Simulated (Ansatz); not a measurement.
Ansatz input

```yaml
crystal:
  lattice:
    - [2.493211745, 0.0, 0.0]
    - [-1.2466058725, 2.1591847082, 0.0]
    - [0.0, 0.0, 3.9386988435]
  atoms:
    - { symbol: Fe, position: [0.3333333333, 0.6666666667, 0.25], spin: 2.5 }
    - { symbol: Fe, position: [0.6666666667, 0.3333333333, 0.75], spin: 2.5 }
hamiltonian:
  xc: pbesol
  pseudopotentials:
    kind: paw
    azcp:
      Fe: "pseudopotentials/Fe.paw.azcp"
basis:
  ecutwfc: 420
  fft_grid_basis: typed
kpoints:
  mp_grid: { grid: [17, 17, 9], shift: [0, 0, 0] }
magnetization:
  spin_polarized: true
scf:
  occupations: { method: fermi_dirac, width: 0.05 }
  lower_state_search: "off"
output:
  stress: true
```

and its output:

```
Warning: the record states the generating functional pbe (its physics header spells it `PBE`), which answers neither for hamiltonian.xc's functional nor for the pbesol family's — results may be inconsistent (PPs are generated against a specific XC)
Engine: ansatz 0.2.0, aarch64-unknown-linux-gnu
Pseudopotentials: kind: paw
Pseudopotential: Fe, paw, valence charge 16, recommended cutoff 420 eV (normal) 
Functional definition: PBEsol
  exchange = pbesol_x
  correlation = pbesol_c
Crystal: 2 atoms, lattice volume = 21.203 Å³
Basis set: ecut = 420 eV, 403 PW (Γ)
Bands: 23, of which v1, the nominal top of the filled ones, is band 16 counted from 1 (15 counted from 0)
Symmetry: 24 space group operations
Space group: P63/mmc (ITA 194), of the structure as read, at distance tolerance 2.8e-5 Å
Magnetic group: BNS 194.263 (UNI 1493), of the structure as read, at distance tolerance 2.8e-5 Å
k-points: 165 of 2601
Non-local potential: Fe, projectors of the file, l = 0: 3, l = 1: 2, l = 2: 3, l = 3: 1
PAW form: soft (Blöchl's): semilocal exchange-correlation on the pseudo side does not see the compensation charge
PAW frozen core: Fe, regenerated for the run's functional, and the local potential with it (the file was generated under x = pbe(κ = 0.804, μ = 0.2195149727645171), c = pbe(β = 0.06672455060314922))
PAW one-centre angular grid: Fe, 590 points (default); XC on 64 Gauss nodes
Initial density: superposition of atomic densities (chi_scale 0.1, normalization cell)
Starting moments: Σ|m| = 5 μB on 2 of 2 sites
Initial wavefunctions: pseudopotential atomic-orbital guess
Functional: x = pbesol(κ = 0.804, μ = 0.12345679012345678), c = pbesol(β = 0.046)
SCF iter   1: F=—  HF=-8897.233836 eV  |F-HF|=—  |Δ(HF+E_count)|=         —  Δρ=1.17e-1 (↑1.17e-1 ↓3.90e-2)  dr2=1.47e0  dr2_m=9.13e-1  M=3.516 μB ∫|m|=3.543 μB  β_m=0.30  ethr=3.10e-3  ⟨swp⟩=5.0  Hψ=28187  notcnv=0
SCF iter   2: F=—  HF=-8897.143414 eV  |F-HF|=—  |Δ(HF+E_count)|=   9.04e-2  Δρ=6.83e-2 (↑6.83e-2 ↓3.51e-2)  dr2=2.70e-1  dr2_m=4.79e-1  M=3.444 μB ∫|m|=3.487 μB  β_m=0.30  ethr=3.10e-3  ⟨swp⟩=2.0  Hψ=11829  notcnv=0  defer=444
SCF iter   3: F=—  HF=-8897.139554 eV  |F-HF|=—  |Δ(HF+E_count)|=   3.86e-3  Δρ=4.49e-2 (↑4.49e-2 ↓3.87e-2)  dr2=1.77e-2  dr2_m=3.36e-1  M=3.308 μB ∫|m|=3.365 μB  β_m=0.30  ethr=8.45e-4  ⟨swp⟩=2.2  Hψ=10829  notcnv=0  defer=444
SCF iter   4: F=—  HF=-8897.176637 eV  |F-HF|=—  |Δ(HF+E_count)|=   3.71e-2  Δρ=4.23e-2 (↑4.02e-2 ↓4.23e-2)  dr2=6.54e-4  dr2_m=3.31e-1  M=3.096 μB ∫|m|=3.171 μB  β_m=0.30  ethr=5.52e-5  ⟨swp⟩=2.2  Hψ=13763  notcnv=0  defer=444
SCF iter   5: F=—  HF=-8897.226063 eV  |F-HF|=—  |Δ(HF+E_count)|=   4.94e-2  Δρ=4.31e-2 (↑4.31e-2 ↓4.25e-2)  dr2=2.91e-4  dr2_m=3.56e-1  M=2.866 μB ∫|m|=2.958 μB  β_m=0.30  ethr=2.04e-6  ⟨swp⟩=2.0  Hψ=13417  notcnv=0  defer=440
SCF iter   6: F=—  HF=-8897.268731 eV  |F-HF|=—  |Δ(HF+E_count)|=   4.27e-2  Δρ=4.32e-2 (↑4.02e-2 ↓4.32e-2)  dr2=1.30e-3  dr2_m=3.38e-1  M=2.674 μB ∫|m|=2.779 μB  β_m=0.30  ethr=9.09e-7  ⟨swp⟩=2.4  Hψ=14799  notcnv=0  defer=440
SCF iter   7: F=—  HF=-8897.305562 eV  |F-HF|=—  |Δ(HF+E_count)|=   3.68e-2  Δρ=4.48e-2 (↑4.48e-2 ↓4.20e-2)  dr2=1.33e-3  dr2_m=3.66e-1  M=2.451 μB ∫|m|=2.568 μB  β_m=0.30  ethr=9.09e-7  ⟨swp⟩=2.1  Hψ=13248  notcnv=0  defer=389
...
iter 24 did not close the SCF: its close was put off for a magnetic moment that had not settled (scf_convergence_deferred on its scf_iter line)
SCF iter  24: F=-8897.650241 eV  HF=-8897.650241 eV  |F-HF|=6.33e-10  |Δ(HF+E_count)|=  9.91e-10  Δρ=2.13e-6 (↑2.13e-6 ↓1.63e-6)  dr2=9.24e-11  dr2_m=6.62e-10  M=-0.000 μB ∫|m|=0.000 μB  β_m=0.90  ethr=8.10e-11  ⟨swp⟩=2.0  Hψ=22123  notcnv=0
iter 25 did not close the SCF: its close was put off for a magnetic moment that had not settled (scf_convergence_deferred on its scf_iter line)
SCF iter  25: F=-8897.650241 eV  HF=-8897.650241 eV  |F-HF|=1.82e-12  |Δ(HF+E_count)|=  9.95e-10  Δρ=7.31e-7 (↑4.86e-7 ↓7.31e-7)  dr2=1.13e-11  dr2_m=6.82e-11  M=0.000 μB ∫|m|=0.000 μB  β_m=0.95  ethr=1.00e-12  ⟨swp⟩=1.0  Hψ=21163  notcnv=0
SCF iter  26: F=-8897.650241 eV  HF=-8897.650241 eV  |F-HF|=0.00e0  |Δ(HF+E_count)|=  4.18e-11  Δρ=9.13e-8 (↑9.13e-8 ↓6.77e-8)  dr2=1.01e-13  dr2_m=1.20e-12  M=0.000 μB ∫|m|=0.000 μB  ethr=1.00e-12  ⟨swp⟩=1.0  Hψ=17291  notcnv=0
WARN: the starting moments were not kept: the SCF closed with an absolute magnetisation of 3.4e-6 μB, where they sum to 5 μB in size (2 sites). That is at most 0.1 of that sum. Measured as dr2_m measures the in/out step, that magnetisation stands 1.0e-11 eV from none, at or under the dr2_threshold of 1.0e-7 eV: it is no larger than a step whose dr2_m would equal this threshold. The system may hold no moment; this SCF shows only that its start led to no more than that. To try another start: raise the starting moments (crystal.atoms[].spin, magnetization.per_species, magnetization.initial_magnetization, or on a non-collinear deck that types none of these the spinor_matrix: blocks that start its atoms; where the total moment is fixed, keep their sum and leave initial_magnetization as it is; typed ones take the place of any that the run laid by itself, positive ones on a crystal's lanthanoids without a Hubbard term where scf.initial_density.shell_occupations: [] is typed) or, if the notice of its spin-set hold's release reads "site moments contracting" or "site moments show no strong build", lengthen the hold (scf.mixing.spin_hold: { on: { confirm: 4 } }; for m-r²SCAN on two components see the key's manual first). Each may lead to a state that holds a moment. A second SCF, from the converged charge density, with the starting moments and any scf.initial_density.shell_occupations laid on it anew, would have followed, and was not run: the deck does not ask for one (magnetization.retry_lost_moments is false, the default). To let it run, set magnetization.retry_lost_moments: true and run the deck again, where that key's refused combinations let it; where memory then withholds it, that run's warning says so.
SCF 1 converged in 26 iterations: F = -8897.650241 eV  dr2 = 1.01e-13
SCF converged after 26 iterations
Magnetization: 0.0000 μB (16.0000 up, 16.0000 down)
Absolute magnetization: 0.0000 μB (∫|ρ↑−ρ↓|, with the PAW one-centre terms)
Spin contamination: 0.0000 ħ² per cell (⟨S²⟩ above its minimum at these occupations)
Per-site moments (μB) at R_I (Å): [(1.5903144743649874e-6, 1.006227111170323), (1.59031447458058e-6, 1.006227111170323)]
Free energy (F): -8897.650241 eV
Harris-Foulkes:  -8897.650241 eV  (|F-HF|=0.00e0)
Internal energy: -8897.627381 eV  (E = F + TS)
E sigma→0 (E₀):  -8897.638811 eV
Entropy (-TS):   -0.022860 eV (-11.430 meV/atom)
Fermi energy:    19.944791 eV
--- Per-component energies (eV) ---
  E_band       = -384.336719
  E_kinetic    = 707.610418
  E_local      = -3948.729954  (includes V_loc(G=0)·N_el)
  E_nonlocal   = 429.527371
  E_hartree    = 1659.949662
  E_xc         = -236.634901
  E_vxc        = -306.069195  (∫ρ·V_xc dr)
  E_paw        = -2664.052068  (= ΣΔE_a)
  E_vpaw       = -586.576354  (= ΣTr[D̂ρ^β])
  E_aug_tail   = 0.001646  (compensation charges beyond the density's cutoff)
  E_ewald      = -4845.657959
  E_core_change = 0.358403  (= ΣΔE_core)
  E_smearing   = -0.022860  (= −TS)
  E_closure    = -0.000000  (closes the sum)
  Σ components = -8897.650241   (vs F -8897.650241, Δ=0.00e0)
--- Stress (GPa, compression-positive) ---
      -20.739032       0.000000       0.000000
        0.000000     -20.739032      -0.000000
        0.000000      -0.000000     -21.325278
  P = ⅓ Tr σ = -20.9344 GPa (-209.344 kbar)
```
